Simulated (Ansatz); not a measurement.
Harmonic vibrational thermodynamics of InSb (zinc blende, F-43m) at fixed volume, DFT-LDA in the program Ansatz with PAW potentials. The rows extrapolate the 0 K crystal and know nothing of melting or changes of phase.

```tsv
T (K)	F_vib (meV/atom)	S (J/K per mol of atoms)	C_V (J/K per mol of atoms)
50	20.1	8.7	11.6
100	12.7	[?]	[?]
200	-15.8	34.4	23.2
300	-56.8	44.0	24.1
400	-106.2	51.0	24.5
600	-223.0	[?]	[?]
800	[?]	[?]	24.8
1000	-504.4	73.7	24.9
```

Q: Complete the blanks.

A: 
- 100, C_V (J/K per mol of atoms): 19.2
- 100, S (J/K per mol of atoms): 19.5
- 600, S (J/K per mol of atoms): 61.0
- 600, C_V (J/K per mol of atoms): 24.7
- 800, S (J/K per mol of atoms): 68.1
- 800, F_vib (meV/atom): -357.2

The LDA relaxation kept the symmetry of its start; phonons on a q-mesh show no instability. Scalar-relativistic: spin–orbit coupling is off unless named, which matters more the heavier the elements.

Potentials: the later of the program's two PAW sets.
